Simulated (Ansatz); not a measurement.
A crystal relaxed with r2SCAN in the PAW code Ansatz has space group P3m1 (No. 156) and a = 3.408 Å, c = 8.615 Å.

| atom | site | x | y | z |
| --- | --- | --- | --- | --- |
| B | 1a | 0.0000 | 0.0000 | 0.9858 |
| B | 1c | 0.6667 | 0.3333 | 0.6857 |
| Al | 1b | 0.3333 | 0.6667 | 0.3370 |
| Xx | 1c | 0.6667 | 0.3333 | 0.9139 |
| Xx | 1b | 0.3333 | 0.6667 | 0.6127 |
| Xx | 1a | 0.0000 | 0.0000 | 0.2149 |

r2SCAN gives an indirect gap of 0.51 eV, from Γ to k = (0, 0.477, 0.049); the least direct gap is 1.79 eV at A–L (0.50 of the way from A). HSE06 gives an indirect gap of 0.91 eV, from Γ to M; the least direct gap is 2.31 eV at A–L (0.50 of the way from A). The PBE0 gap is indirect, 1.59 eV (Γ to M), below the direct gap of 3.01 eV at A–L (0.50 of the way from A). Meshes: r2SCAN 12×12×4, HSE06 6×6×2, PBE0 6×6×2. r2SCAN's ε∞ is 9.1 along x and y, 9.2 along z.

Question: Which element is Xx?
A. P
B. As
C. N
D. Bi

Answer: A. Xx is P: AlB2P3, ordered on the zincblende lattice (P3m1) with 6 atoms a cell. B is surrounded by 4 P at 1.97–2.06 Å; B is surrounded by 4 P at 1.97–2.07 Å; Al is surrounded by 4 P at 2.23–2.37 Å; P is surrounded by 4 B at 1.97–2.06 Å; P is surrounded by 3 B at 2.07 Å and 1 Al at 2.37 Å; P is surrounded by 1 B at 1.97 Å and 3 Al at 2.23 Å.

Spin-unpolarised throughout. Whether this structure exists isn't addressed.

Where an edge lies off the special points, it is a point of the mesh or the k point where a search put PBE's edge or least direct gap, reused for the other functionals, whose own edges may lie a little apart.

Coordinates of k points refer to the reciprocal vectors of the primitive cell of the runs.

The meshes of the hybrids are coarse, so their gaps aren't converged to the digits shown.
